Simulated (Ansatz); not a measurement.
# CdS, first-principles data

CdS:
```
CdS
1.0
    0.00000     2.66963     2.66963
    2.66963     0.00000     2.66963
    2.66963     2.66963     0.00000
Cd S
1 1
Direct
  0.00000   0.00000   0.00000
  0.50000   0.50000   0.50000
```

Space group Fm-3m (No. 225), rock salt; conventional cell a = b = c = 5.339 Å, α = β = γ = 90.00°.

Method: the program Ansatz at the LDA level (PAW). Structure relaxed to zero pressure with the same functional. Other levels are named where they apply.

**Cell and energy**

| Property | Value |
|---|---|
| Volume per atom | 19.03 Å³ |
| Density | 6.30 g/cm³ |
| Formation energy from the elements (no fitted shifts) | -0.56 eV/atom |

**Electronic structure**

| Quantity | Result |
|---|---|
| Electronic character | no gap, with almost no states at the Fermi level (zero-gap or semimetallic) |
| Density of states at the Fermi level | 0.01 states/eV per atom (mean over ±0.08 eV) |

**Mechanics**

| Item | Result |
|---|---|
| Bulk modulus (Birch–Murnaghan fit) | 92.4 GPa |
| Pressure derivative B′ | 4.7 |
| Elastic constants (relaxed ions, GPa) | C11 = 158, C12 = 60.0, C44 = 35.9 |
| Mechanical stability | stable (all eigenvalues of C positive) |
| Hill bulk and shear moduli | 92.5 and 40.6 GPa |
| Young's modulus | 106 GPa |
| Poisson's ratio | 0.31 |
| Debye temperature from the elastic constants | 317 K |

**Phonons**

| Property | Result |
|---|---|
| Highest zone-centre frequency | 153 cm^-1 |
| Zone-centre stability | no imaginary mode at Γ |

This is a known high-pressure phase of the composition, computed here at zero pressure and temperature. Symmetry was held in the LDA relaxation. A small band overlap can be real or an error of a semilocal functional. As this level gives no gap, shear constants depend on the k-mesh and smearing (Fermi–Dirac, 0.1 eV here). As this level gives no gap, phonon frequencies hold no LO–TO term and depend on the k-mesh and smearing (Fermi–Dirac, 0.1 eV here). The references are the lowest solids computed at this level, not always the standard phases. Spin–orbit coupling is left out wherever it is not named.

Potentials: the later of the program's two PAW sets.
